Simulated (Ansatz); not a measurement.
Convergence test, NaGa3

Theory: DFT PBEsol, scalar-relativistic, plane waves, PAW (Ansatz 0.2.0).

```
CELL_PARAMETERS angstrom
4.27478 0.02862 0.03512
0.02862 4.26621 0.02427
0.03512 0.02427 4.24504
ATOMIC_POSITIONS crystal
Na 0.99667 0.00051 0.99146
Ga 0.99728 0.51369 0.48868
Ga 0.52878 0.99588 0.53413
Ga 0.47131 0.50223 0.99446
```

| Quantity | Value |
| --- | --- |
| Γ-centred k-mesh | 8×8×8 |
| occupation rule | Gaussian smearing, 0.1 eV |
| spin treatment | unpolarised |
| valence charge of the PAW sets | Na 9, Ga 13 |

The atoms are held and the plane-wave cutoff is swept. Energies are extrapolated to zero smearing and count from the reference run, 420 eV. The cell was strained and its atoms displaced at random, so that forces don't vanish. Pressure is positive in compression and holds a correction for the finite cutoff (Pulay stress).

Question: Tried: 200, 250, 300, 350, 420 eV. From which plane-wave cutoff on does the energy per atom stay within 100, 10 and 1 meV of the reference?

Answer: 300 for 100 meV, 350 for 10 meV, none but the reference for 1 meV. The reference itself isn't shown to be converged. At 350 eV, where the energy is within 10 meV, force components already agree to within 0.003 eV/Å, where the largest force is 0.496 eV/Å.

```tsv
cutoff (eV)	ΔE (meV/atom)	P (GPa)	largest change of a force component (eV/Å)	plane waves at Γ
200	6866	-0.47	0.214	477
250	1031	-0.57	0.055	723
300	93.7	-0.96	0.015	911
350	4.52	-1.07	0.003	1171
420	0.00	-1.08	0.000	1507
```